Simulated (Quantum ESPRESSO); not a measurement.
# BN (changed cell): field gradients at the nuclei

```xyz
2
Lattice="0.0000 1.8493 1.7949 1.7949 0.0000 1.7949 1.7949 1.8493 0.0000" Properties=species:S:1:pos:R:3 pbc="T T T"
B      0.0000     0.0000     0.0000
N      2.6923     2.7739     2.6923
```
The cell was made here from a computed Materials Project entry: strained by +2 % along the cube axis and by -1 % across it, atoms relaxed (PBE without dispersion, pw.x of a modified build of Quantum ESPRESSO, symmetry kept). The parent is BN in F-43m. Stability against distortions was not tested.

Convention: |Vzz| is the largest principal value, η_Q = (Vxx − Vyy)/Vzz, |C_Q| = |eQVzz/h|. Cores are frozen. Against all-electron runs on small test molecules, this scheme's |Vzz| missed by under 1 % on N.

Quadrupole moments taken as inputs (sizes, barn, from the tables of PySCF and pymatgen): ¹¹B 0.0406, ¹⁴N 0.0204.

### Question
What do the calculations give at each independent site (field gradients by a PBE PAW density (pw.x of Quantum ESPRESSO, JTH datasets) with the all-electron reconstruction of Petrilli and co-workers, 25 Ha, k-mesh 11×11×11 through Γ)?

### Answer
```json
[
 {"site": "B (atom 1)", "site symmetry": "-4m2", "Vzz (a.u.)": "under 0.02", "η_Q": "–", "∣C_Q∣ (MHz)": "under 0.19 (¹¹B)"},
 {"site": "N (atom 2)", "site symmetry": "-4m2", "Vzz (a.u.)": "0.052", "η_Q": "0.00", "∣C_Q∣ (MHz)": "0.25 (¹⁴N)"}
]
```
